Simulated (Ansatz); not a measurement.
GaN in space group P4_2/mnm (No. 136; Ga on 4g, N on 4f), the program Ansatz at the r²SCAN level (PAW). The conduction-band minimum lies at Γ, with 1 equivalent valley. Second derivatives d²E/dk² of the lowest band at one valley (eV·Å²), along Cartesian directions:

| direction | d²E/dk² |
|---|---|
| [100] | 39.96 |
| [010] | 39.96 |
| [001] | 40.27 |
| [110] | 39.96 |
| [101] | 40.12 |
| [011] | 40.12 |

Task: Find the principal effective masses, the density-of-states mass and the conductivity mass.

Result: Off-diagonal terms follow from H_xy = H[110] − (H_xx + H_yy)/2, and m*/mₑ = 7.620 eV·Å² over each eigenvalue: 0.19, 0.19, 0.19. One valley's DOS mass (m₁m₂m₃)^(1/3) = 0.19, conductivity mass 3/(Σ 1/mᵢ) = 0.19 mₑ.

Task: What effective density of states Nc follows at 300 K for parabolic valleys?

Result: Nc = 2.509e19 × 1 × (0.19)^(3/2) ≈ 2.1e18 cm⁻³.

The start of the workflow was typed in or built on a structure type; neither database checked (COD, Materials Project) lists it. It is not the phase usual at ambient conditions (space group No. 186, 216). The cell was relaxed with r²SCAN under the symmetry of its start; whether a distortion lowers the energy is not shown. Scalar-relativistic: spin–orbit coupling is off unless named, which matters more the heavier the elements.

Potentials: the earlier of the program's two PAW sets.

Edges and masses are those of Kohn–Sham bands, whose gap is no quasiparticle gap.
